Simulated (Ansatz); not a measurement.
Pt (fcc (Cu type)), relaxed with PBE (Ansatz, an electronic-structure program, plane waves, PAW): a = 3.970 Å, b = 3.970 Å, c = 3.970 Å, α = 90.00°, β = 90.00°, γ = 90.00°.

The same phase is relaxed and computed with PBE+D3(BJ) in the same code. What is the cell now?

a = b = c = 3.928 Å, α = β = γ = 90.00°.

All cells were relaxed under the symmetry of their starts (and spin orders); stability against distortions was not tested throughout. Rows with no word on spin ran without spin polarisation. Scalar-relativistic: spin–orbit coupling is off unless named, which matters more the heavier the elements.

Potentials: the earlier of the program's two PAW sets.

Ansatz is a plane-wave DFT program.
